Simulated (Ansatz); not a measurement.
TiSnS:
```
TiSnS
1.0
    3.86300     0.00000     0.00000
    0.00000     3.86300     0.00000
    0.00000     0.00000     7.79355
Ti Sn S
2 2 2
Direct
  0.00000   0.50000   0.70279
  0.50000   0.00000   0.29721
  0.00000   0.00000   0.00000
  0.50000   0.50000   0.00000
  0.50000   0.00000   0.61762
  0.00000   0.50000   0.38238
```

Relaxed with PBE. Special points in fractions of this cell's reciprocal vectors: Γ (0.000, 0.000, 0.000); X (0.000, 0.500, 0.000); M (0.500, 0.500, 0.000); Z (0.000, 0.000, 0.500); R (0.000, 0.500, 0.500); A (0.500, 0.500, 0.500).

List the band energies nearest the Fermi level at these points for PBE (plane waves, PAW; program Ansatz).

In eV from the Fermi level; about four levels below and three above (degenerate sets whole), none deeper than 8.9 eV; points with the same levels are listed once.

| k | below | above |
|---|---|---|
| Γ | -1.66 -1.66 -1.19 -0.85 | 0.12 0.29 0.30 0.30 |
| X | -0.95 -0.95 -0.38 -0.38 | 0.35 0.35 1.07 1.07 |
| M | -3.46 -3.46 -1.14 -1.14 | 0.85 0.85 1.12 1.12 |
| Z | -2.18 -1.53 -1.35 -1.35 | 0.12 0.29 0.41 0.41 |
| R | -1.45 -1.45 -0.12 -0.12 | 0.57 0.57 1.21 1.21 |
| A | -2.62 -2.62 -2.04 -2.04 | 0.83 0.83 0.85 0.85 |

Space group P4/nmm. The start of the workflow was typed in or built on a structure type; neither database checked (COD, Materials Project) lists it. Its standing as an ambient phase is unchecked. The cell was relaxed with PBE under the symmetry of its start; whether a distortion lowers the energy is not shown. The workflow began spin-polarised and lost its moments. Spin–orbit coupling is left out wherever it is not named.

Potentials: the later of the program's two PAW sets.
